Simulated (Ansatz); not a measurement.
IrC:
```xyz
2
Lattice="3.0157 0.0000 0.0000 -1.5078 2.6117 0.0000 0.0000 0.0000 2.6434" Properties=species:S:1:pos:R:3 pbc="T T T"
Ir     0.0000     0.0000     0.0000
C      0.0000     1.7411     1.3217
```

Relaxed with PBEsol. Special points in fractions of this cell's reciprocal vectors: Γ (0.000, 0.000, 0.000); M (0.500, 0.000, 0.000); K (0.333, 0.333, 0.000); A (0.000, 0.000, 0.500); L (0.500, 0.000, 0.500); H (0.333, 0.333, 0.500).

Question: List the band energies nearest the Fermi level at these points for DFT-PBEsol with spin–orbit coupling in the program Ansatz with PAW potentials.

Answer: In eV from the Fermi level; about four levels below and three above (degenerate sets whole), none deeper than 8.9 eV; points with the same levels are listed once.

| k | below | above |
|---|---|---|
| Γ | -1.20 -1.20 -0.48 -0.48 | 2.80 2.80 2.96 2.96 |
| M | -0.87 -0.87 -0.18 -0.18 | 4.09 4.09 8.51 8.51 |
| K | -2.33 -2.27 -0.81 -0.03 | 4.85 5.16 11.34 11.35 |
| A | -4.29 -4.29 -3.47 -3.47 | 0.85 0.85 1.65 1.65 |
| L | -2.21 -2.21 -1.06 -1.06 | 0.09 0.09 2.57 2.57 |
| H | -3.76 -3.08 -0.69 -0.50 | 1.23 1.51 2.06 |

Space group P-6m2. The start of the workflow was typed in or built on a structure type; neither database checked (COD, Materials Project) lists it. Whether it is the stable phase at ambient conditions was not checked. Symmetry was held in the PBEsol relaxation. At this level the phase is dynamically unstable (imaginary phonons). The run is not spin-polarised. Its formation energy is positive at this level, so the cell may be metastable or incomplete.

Potentials: the earlier of the program's two PAW sets. The files were generated under PBE; for other functionals the program regenerates the frozen cores, and for LDA and PBEsol the local potential too.
